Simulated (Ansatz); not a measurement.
Input, command and steps of an Ansatz relaxation.

```yaml
crystal:
  lattice:
    - [0.0, 0.0, -6.5339599431]
    - [3.9216564847, -6.7925082813, 0.0]
    - [-7.8433129694, 0.0, 0.0]
  atoms:
    - { symbol: Ca, position: [0.9968821363, 0.5014035052, 0.9999311253] }
    - { symbol: Ca, position: [9.36132e-05, 0.9964697184, 0.0001943301] }
    - { symbol: Ca, position: [0.994325867, 0.5021666102, 0.5060402422] }
    - { symbol: Ca, position: [0.9983651193, 0.0004934582, 0.5002826064] }
    - { symbol: Cu, position: [0.6249724726, 0.1678600299, 0.3313205591] }
    - { symbol: Cu, position: [0.6264027575, 0.6688099161, 0.3373500811] }
    - { symbol: Cu, position: [0.626976166, 0.1707119279, 0.8351525112] }
    - { symbol: Cu, position: [0.6255423667, 0.6652505906, 0.8349463831] }
    - { symbol: Cu, position: [0.377021747, 0.3320480405, 0.1671777573] }
    - { symbol: Cu, position: [0.3697988272, 0.8300715886, 0.1685359538] }
    - { symbol: Cu, position: [0.3682516934, 0.3310160197, 0.6660044224] }
    - { symbol: Cu, position: [0.367696142, 0.8309748688, 0.6636643354] }
    - { symbol: S, position: [0.2586650781, 0.1656134173, 0.3351099398] }
    - { symbol: S, position: [0.2518943039, 0.666386903, 0.3347066695] }
    - { symbol: S, position: [0.2663907651, 0.1651057261, 0.8363718458] }
    - { symbol: S, position: [0.2607875943, 0.6632755876, 0.8310485034] }
    - { symbol: S, position: [0.7408889372, 0.3318067415, 0.1658404698] }
    - { symbol: S, position: [0.7442959738, 0.3320434503, 0.6673979891] }
    - { symbol: S, position: [0.7466911851, 0.8346318751, 0.6732564264] }
  symmetry: { detect: false }
basis:
  ecutwfc: 420
kpoints:
  mp_grid: { grid: [2, 2, 2], shift: [0.5, 0.5, 0.5] }
hamiltonian:
  xc: pbe
scf:
  occupations: { method: gaussian, width: 0.1 }
  lower_state_search: "off"
output:
  forces: true
  stress: true
  eigenvalues: true
relax:
  adjacent_minimum: "off"
  f_tol: 0.04
  max_steps: 50
  cell: { stress_tol: 0.3 }
```

```bash
ansatz run input.yaml --threads 4 --pin off --max-ram 9216MiB --backend cpu --events-out ev --progress --plain --runs-dir out
```

Computed with DFT PBE, scalar-relativistic, plane waves, PAW in Ansatz.

Of 6 frames 6 are shown, positions in Å and forces in eV/Å; the SCF threshold varies from step to step. Steps run on the plane waves of an earlier cell, with a Pulay correction in the pressure. The basis is chosen afresh for the last frame, the zero of the energies, and can be on the way; energy and pressure step there, also at an unchanged geometry.

```xyz
19
Lattice="0.0000 0.0000 -6.5340 3.9217 -6.7925 0.0000 -7.8433 0.0000 0.0000" Properties=species:S:1:pos:R:3:forces:R:3 pbc="T T T" step=1 free_energy_over_end_meV_per_atom=21.86 pressure_GPa=-1.48
Ca   -5.8764   -3.4058   -6.5136   -0.1230    0.0880   -0.0650
Ca    3.9063   -6.7685   -0.0006   -0.0330   -0.1490   -0.0600
Ca   -1.9997   -3.4110   -6.4969    0.1920    0.1290   -0.0970
Ca   -3.9219   -0.0034   -6.5233   -0.0910    0.0210   -0.0190
Cu   -1.9404   -1.1402   -4.0835   -0.0510    0.3100    0.0580
Cu   -0.0231   -4.5429   -4.0929    0.2820   -0.1650    0.0860
Cu   -5.8809   -1.1596   -4.0966    0.0240    0.0740   -0.1230
Cu   -3.9399   -4.5187   -4.0873   -0.2460   -0.1880    0.0460
Cu   -0.0090   -2.2554   -2.4634   -0.0680   -0.0680    0.0960
Cu    1.9334   -5.6383   -2.4163    0.0150   -0.0120   -0.6950
Cu   -3.9255   -2.2484   -2.4061   -0.0250    0.0150   -0.0510
Cu   -1.9465   -5.6444   -2.4025   -0.0280    0.0170   -0.0970
S    -1.9789   -1.1249   -1.6901    0.0730    0.1140    0.0140
S    -0.0119   -4.5264   -1.6459    0.1140    0.0160   -0.2050
S    -5.9124   -1.1215   -1.7406    0.1360   -0.0220    0.4740
S    -3.9170   -4.5053   -1.7040   -0.1940   -0.1580    0.0090
S     0.0005   -2.2538   -4.8409   -0.1560   -0.1060   -0.0210
S    -3.9325   -2.2554   -4.8632    0.0340    0.0100    0.2490
S    -2.0074   -5.6692   -4.8788    0.1480    0.0720    0.4010
19
Lattice="0.0074 -0.0083 -6.4459 3.8759 -6.7378 -0.0131 -7.7732 -0.0123 0.0089" Properties=species:S:1:pos:R:3:forces:R:3 pbc="T T T" step=2 free_energy_over_end_meV_per_atom=8.22 pressure_GPa=0.12
Ca   -5.8637   -3.3862   -6.4225    0.2150   -0.0260    0.0080
Ca    3.8416   -6.7514    0.0039    0.0770    0.1980   -0.0020
Ca   -1.9140   -3.3566   -6.4585   -0.2580   -0.1410    0.0580
Ca   -3.8899    0.0010   -6.4115   -0.0320   -0.0670    0.0410
Cu   -1.9312   -1.0745   -4.0442   -0.0730    0.2800    0.0410
Cu    0.0467   -4.5461   -4.0769    0.2330   -0.1570    0.0650
Cu   -5.8328   -1.1597   -4.0037    0.0360    0.0800   -0.0940
Cu   -3.9635   -4.5347   -4.0469   -0.1870   -0.1350    0.0220
Cu   -0.0089   -2.2404   -2.4062   -0.0500   -0.0490    0.0450
Cu    1.9140   -5.6097   -2.5484    0.0460   -0.0120   -0.6260
Cu   -3.8904   -2.2527   -2.3438   -0.0130   -0.0200   -0.0930
Cu   -1.9350   -5.6149   -2.3520   -0.0620    0.0300   -0.1220
S    -1.9616   -1.0896   -1.6596    0.0190   -0.0350   -0.0500
S     0.0208   -4.5144   -1.6546   -0.0720    0.0860   -0.1490
S    -5.8508   -1.1291   -1.6299    0.0690    0.0020    0.1000
S    -3.9251   -4.5147   -1.6690    0.0190    0.0110    0.0700
S    -0.0154   -2.2463   -4.7774   -0.0400   -0.0610    0.1860
S    -3.8956   -2.2578   -4.7813    0.0480   -0.0260    0.2020
S    -1.9802   -5.6213   -4.7948    0.0230    0.0430    0.2970
19
Lattice="0.0058 -0.0066 -6.4551 3.8683 -6.7257 -0.0103 -7.7582 -0.0125 0.0070" Properties=species:S:1:pos:R:3:forces:R:3 pbc="T T T" step=3 free_energy_over_end_meV_per_atom=0.16 pressure_GPa=0.14
Ca   -5.8399   -3.3733   -6.4242    0.0600    0.0030   -0.0110
Ca    3.8515   -6.7256    0.0193    0.0210    0.0480   -0.0060
Ca   -1.9418   -3.3672   -6.4322   -0.0650   -0.0320   -0.0330
Ca   -3.8912   -0.0065   -6.4179   -0.0050   -0.0270   -0.0120
Cu   -1.9438   -0.9585   -4.0717   -0.0170   -0.0200   -0.0300
Cu    0.1537   -4.5869   -4.1082   -0.0420    0.0140   -0.0180
Cu   -5.8248   -1.1417   -4.0105   -0.0010    0.0280   -0.0420
Cu   -4.0322   -4.5789   -4.0709    0.0180    0.0050   -0.0360
Cu   -0.0213   -2.2458   -2.3739   -0.0240   -0.0140    0.0130
Cu    1.9186   -5.6068   -2.7473    0.0370   -0.0090    0.0290
Cu   -3.8814   -2.2531   -2.3441    0.0050   -0.0070   -0.0450
Cu   -1.9475   -5.5958   -2.3522   -0.0240    0.0170   -0.0490
S    -1.9544   -1.0862   -1.6529    0.0070    0.0360   -0.0350
S     0.0196   -4.5049   -1.6634    0.0260   -0.0010   -0.0440
S    -5.8329   -1.1263   -1.6080    0.0090   -0.0070    0.0100
S    -3.9281   -4.5096   -1.6583   -0.0310   -0.0160    0.0040
S    -0.0275   -2.2439   -4.7495   -0.0160   -0.0310    0.0900
S    -3.8876   -2.2573   -4.7470    0.0480   -0.0150    0.0970
S    -1.9628   -5.6033   -4.7518   -0.0060    0.0260    0.1200
19
Lattice="0.0077 -0.0060 -6.4668 3.8678 -6.7251 -0.0109 -7.7589 -0.0134 0.0093" Properties=species:S:1:pos:R:3:forces:R:3 pbc="T T T" step=4 free_energy_over_end_meV_per_atom=-0.13 pressure_GPa=-0.02
Ca   -5.8294   -3.3691   -6.4295    0.0010   -0.0040   -0.0050
Ca    3.8581   -6.7239    0.0235    0.0000    0.0050    0.0010
Ca   -1.9491   -3.3719   -6.4501    0.0020   -0.0010   -0.0070
Ca   -3.8912   -0.0101   -6.4285    0.0030   -0.0030   -0.0070
Cu   -1.9467   -0.9638   -4.0999    0.0100    0.0080    0.0380
Cu    0.1407   -4.5773   -4.1145    0.0100   -0.0100    0.0270
Cu   -5.8279   -1.1341   -4.0401    0.0060   -0.0020    0.0140
Cu   -4.0308   -4.5784   -4.1018   -0.0060   -0.0070    0.0410
Cu   -0.0283   -2.2501   -2.3559   -0.0090    0.0020   -0.0060
Cu    1.9322   -5.6109   -2.7635   -0.0030    0.0030   -0.0090
Cu   -3.8801   -2.2552   -2.3515    0.0030   -0.0010   -0.0060
Cu   -1.9567   -5.5909   -2.3574   -0.0070    0.0080   -0.0050
S    -1.9526   -1.0768   -1.6552   -0.0030   -0.0090   -0.0280
S     0.0243   -4.5078   -1.6622    0.0120   -0.0090   -0.0280
S    -5.8309   -1.1275   -1.6079    0.0000   -0.0040   -0.0130
S    -3.9373   -4.5134   -1.6557    0.0090    0.0030   -0.0320
S    -0.0246   -2.2532   -4.7394   -0.0080    0.0210    0.0090
S    -3.8756   -2.2574   -4.7366   -0.0160    0.0010    0.0070
S    -1.9592   -5.5982   -4.7404   -0.0040   -0.0030    0.0090
19
Lattice="0.0092 -0.0048 -6.4583 3.8657 -6.7280 -0.0106 -7.7588 -0.0158 0.0111" Properties=species:S:1:pos:R:3:forces:R:3 pbc="T T T" step=5 free_energy_over_end_meV_per_atom=-0.17 pressure_GPa=0.07
Ca   -5.8303   -3.3724   -6.4218   -0.0020    0.0010    0.0080
Ca    3.8541   -6.7232    0.0236    0.0000   -0.0010    0.0080
Ca   -1.9463   -3.3740   -6.4432    0.0020   -0.0010    0.0120
Ca   -3.8898   -0.0119   -6.4222   -0.0010    0.0010    0.0090
Cu   -1.9463   -0.9666   -4.0796    0.0020   -0.0040   -0.0170
Cu    0.1457   -4.5793   -4.1049    0.0000   -0.0020   -0.0070
Cu   -5.8233   -1.1350   -4.0293   -0.0050    0.0030   -0.0030
Cu   -4.0281   -4.5808   -4.0788    0.0010    0.0030   -0.0180
Cu   -0.0336   -2.2528   -2.3546    0.0060   -0.0060   -0.0010
Cu    1.9332   -5.6142   -2.7560   -0.0090    0.0050   -0.0010
Cu   -3.8824   -2.2567   -2.3536    0.0000    0.0010    0.0060
Cu   -1.9615   -5.5931   -2.3548    0.0080   -0.0030    0.0000
S    -1.9541   -1.0813   -1.6554    0.0000    0.0090    0.0130
S     0.0260   -4.5140   -1.6667   -0.0050    0.0050    0.0120
S    -5.8339   -1.1305   -1.6068    0.0000    0.0020    0.0070
S    -3.9357   -4.5142   -1.6555   -0.0090   -0.0060    0.0160
S    -0.0262   -2.2469   -4.7335    0.0060   -0.0120   -0.0150
S    -3.8774   -2.2608   -4.7323    0.0030    0.0040   -0.0150
S    -1.9589   -5.6003   -4.7334    0.0040   -0.0010   -0.0150
19
Lattice="0.0092 -0.0048 -6.4583 3.8657 -6.7280 -0.0106 -7.7588 -0.0158 0.0111" Properties=species:S:1:pos:R:3:forces:R:3 pbc="T T T" step=6 free_energy_over_end_meV_per_atom=0.00 pressure_GPa=0.08
Ca   -5.8303   -3.3724   -6.4218   -0.0020    0.0010    0.0080
Ca    3.8541   -6.7232    0.0236    0.0000   -0.0010    0.0080
Ca   -1.9463   -3.3740   -6.4432    0.0020   -0.0010    0.0120
Ca   -3.8898   -0.0119   -6.4222   -0.0010    0.0010    0.0090
Cu   -1.9463   -0.9666   -4.0796    0.0020   -0.0040   -0.0170
Cu    0.1457   -4.5793   -4.1049    0.0000   -0.0020   -0.0070
Cu   -5.8233   -1.1350   -4.0293   -0.0050    0.0030   -0.0030
Cu   -4.0281   -4.5808   -4.0788    0.0010    0.0030   -0.0180
Cu   -0.0336   -2.2528   -2.3546    0.0060   -0.0060   -0.0010
Cu    1.9332   -5.6142   -2.7560   -0.0090    0.0050   -0.0010
Cu   -3.8824   -2.2567   -2.3536    0.0000    0.0010    0.0060
Cu   -1.9615   -5.5931   -2.3548    0.0080   -0.0030    0.0000
S    -1.9541   -1.0813   -1.6554    0.0000    0.0090    0.0130
S     0.0260   -4.5140   -1.6667   -0.0050    0.0050    0.0120
S    -5.8339   -1.1305   -1.6068    0.0000    0.0020    0.0070
S    -3.9357   -4.5142   -1.6555   -0.0090   -0.0060    0.0160
S    -0.0262   -2.2469   -4.7335    0.0060   -0.0120   -0.0150
S    -3.8774   -2.2608   -4.7323    0.0030    0.0040   -0.0150
S    -1.9589   -5.6003   -4.7334    0.0040   -0.0010   -0.0150
```

The run took 21 s on 4 threads of AMD EPYC 9R45 96-Core Processor (Zen 5), with other jobs on the host, peak memory 1.2 GiB.

The k mesh is coarse.